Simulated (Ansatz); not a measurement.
Be3N2 in space group P6_3/mmc (No. 194; Be on 4f, Be on 2b, N on 2a, N on 2c), the program Ansatz at the PBEsol level (PAW). The conduction-band minimum lies at M, with 3 equivalent valleys. Second derivatives d²E/dk² of the lowest band at one valley (eV·Å²), along Cartesian directions:

```tsv
direction	d²E/dk²
[100]	18.15
[010]	16.38
[001]	32.20
[110]	17.27
[101]	25.18
[011]	24.29
```

**Question.** Find the principal effective masses, the density-of-states mass and the conductivity mass.

**Answer.** Off-diagonal terms follow from H_xy = H[110] − (H_xx + H_yy)/2, and m*/mₑ = 7.620 eV·Å² over each eigenvalue: 0.24, 0.42, 0.47. One valley's DOS mass (m₁m₂m₃)^(1/3) = 0.36, conductivity mass 3/(Σ 1/mᵢ) = 0.34 mₑ.

**Question.** What effective density of states Nc follows at 300 K for parabolic valleys?

**Answer.** Nc = 2.509e19 × 3 × (0.36)^(3/2) ≈ 1.6e19 cm⁻³.

**Question.** With the computed static dielectric constant 18.7 (mean of the diagonal), estimate a hydrogenic donor's binding energy and radius.

**Answer.** E = 13.606 eV × 0.34/18.7² ≈ 13 meV; a = 0.529 Å × ε/m* ≈ 29 Å. Semilocal masses tend to be too small when the gap is underestimated.

The workflow started from a Materials Project entry (that database holds measured and hypothetical structures alike); the Crystallography Open Database copy checked does not list it. COD files the formula under space group No. 206. Its standing as an ambient phase is unchecked. The cell was relaxed with PBEsol under the symmetry of its start; its stability against distortions is not shown here.

Potentials: the later of the program's two PAW sets.
